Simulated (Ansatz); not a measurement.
# Ansatz 0.2.0, relaxation: Cs2LiYCl6

Launch command:

```bash
ansatz run input.yaml --threads 2 --pin off --max-ram 3584MiB --backend cpu --events-out ev --progress --plain --runs-dir out
```

Input:

```yaml
crystal:
  lattice:
    - [0.0, 5.313404, 5.313404]
    - [5.313404, 0.0, 5.313404]
    - [5.313404, 5.313404, 0.0]
  atoms:
    - { symbol: "Y", position: [0.0, 0.0, 0.0] }
    - { symbol: Cl, position: [0.74954, 0.25046, 0.25046] }
    - { symbol: Cl, position: [0.25046, 0.74954, 0.25046] }
    - { symbol: Cl, position: [0.25046, 0.74954, 0.74954] }
    - { symbol: Cl, position: [0.74954, 0.25046, 0.74954] }
    - { symbol: Cl, position: [0.25046, 0.25046, 0.74954] }
    - { symbol: Cl, position: [0.74954, 0.74954, 0.25046] }
    - { symbol: Li, position: [0.5, 0.5, 0.5] }
    - { symbol: Cs, position: [0.25, 0.25, 0.25] }
    - { symbol: Cs, position: [0.75, 0.75, 0.75] }
  symmetry: { tolerance: 0.0003 }
kpoints:
  mp_grid: { grid: [4, 4, 4], shift: [0, 0, 0] }
magnetization:
  spin_polarized: false
scf:
  occupations: { method: fermi_dirac }
  lower_state_search: "off"
hamiltonian:
  pseudopotentials: { kind: paw }
  xc: r2scan
basis:
  ecutwfc: 500
  fft_grid_basis: typed
relax:
  max_steps: 40
  cell: { p_target: 5.0 }
output:
  forces: true
  stress: true
  eigenvalues: true
  bader: true
  populations: true
  elf: true
  write_potential: true
  volumetric_format: npy
  dos:
    e_range: [-12, 8]
    de: 0.05
    projected: { site_lists: { Cl: [Cl], Cs: [Cs], Li: [Li], "Y": ["Y"] } }
  write_density: true
checkpoint:
  read: saved_state
```

Origin of the cell: a database entry, scaled a little.

The smearing width isn't typed, so it takes its default of 0.1 eV.

The saved state is a converged single point of the same cell.

Steps («new basis» is an SCF on plane waves selected anew at the same cell):

```json
{"step": "1", "ΔH (meV/atom)": "0.0", "max force component (eV/Å)": "0.136", "P (GPa)": "-1.03", "volume (Å³)": "300.02", "SCF iterations": "5", "step was": "accepted"}
{"step": "2", "ΔH (meV/atom)": "-99.7", "max force component (eV/Å)": "0.453", "P (GPa)": "4.29", "volume (Å³)": "258.18", "SCF iterations": "6", "step was": "accepted"}
{"step": "3", "ΔH (meV/atom)": "-100.8", "max force component (eV/Å)": "0.480", "P (GPa)": "5.74", "volume (Å³)": "243.47", "SCF iterations": "6", "step was": "accepted"}
{"step": "4", "ΔH (meV/atom)": "-108.0", "max force component (eV/Å)": "0.018", "P (GPa)": "4.87", "volume (Å³)": "250.81", "SCF iterations": "5", "step was": "accepted"}
{"step": "5", "ΔH (meV/atom)": "-108.1", "max force component (eV/Å)": "0.005", "P (GPa)": "5.01", "volume (Å³)": "249.99", "SCF iterations": "4", "step was": "accepted"}
{"step": "6", "ΔH (meV/atom)": "-107.7", "max force component (eV/Å)": "0.004", "P (GPa)": "5.00", "volume (Å³)": "249.99", "SCF iterations": "5", "step was": "new basis"}
```

Before:

Space group Fm-3m (No. 225); the run's cell has a = 7.514 Å, b = 7.514 Å, c = 7.514 Å, α = 60.00°, β = 60.00°, γ = 60.00°. Shortest distances: Cl–Li 2.65 Å, Cl–Y 2.66 Å.

After:

Space group Fm-3m (No. 225); the run's cell has a = 7.071 Å, b = 7.071 Å, c = 7.071 Å, α = 60.00°, β = 60.00°, γ = 60.00°. Shortest distances: Cl–Li 2.43 Å, Cl–Y 2.57 Å, Cl–Cl 3.43 Å, Cl–Cs 3.54 Å.

```yaml
crystal:
  lattice:
    - [0.00000, 4.99992, 4.99992]
    - [4.99992, 0.00000, 4.99992]
    - [4.99992, 4.99992, 0.00000]
  atoms:
    - { symbol: Y, position: [0.00000, 0.00000, 0.00000] }
    - { symbol: Cl, position: [0.74273, 0.25727, 0.25727] }
    - { symbol: Cl, position: [0.25727, 0.74273, 0.25727] }
    - { symbol: Cl, position: [0.25727, 0.74273, 0.74273] }
    - { symbol: Cl, position: [0.74273, 0.25727, 0.74273] }
    - { symbol: Cl, position: [0.25727, 0.25727, 0.74273] }
    - { symbol: Cl, position: [0.74273, 0.74273, 0.25727] }
    - { symbol: Li, position: [0.50000, 0.50000, 0.50000] }
    - { symbol: Cs, position: [0.25000, 0.25000, 0.25000] }
    - { symbol: Cs, position: [0.75000, 0.75000, 0.75000] }
```

- Enthalpy lowered by: 107.7 meV/atom
- Volume change: -16.68 %
- Final pressure: 5.00 GPa
- Relaxation steps listed: 6

Caveats: the relaxation held the start's symmetry, so the end may be a saddle point.

It ran for 83 s on 2 threads of Arm Neoverse V2, with other jobs on the host, peak memory 1.6 GiB, from a saved density.
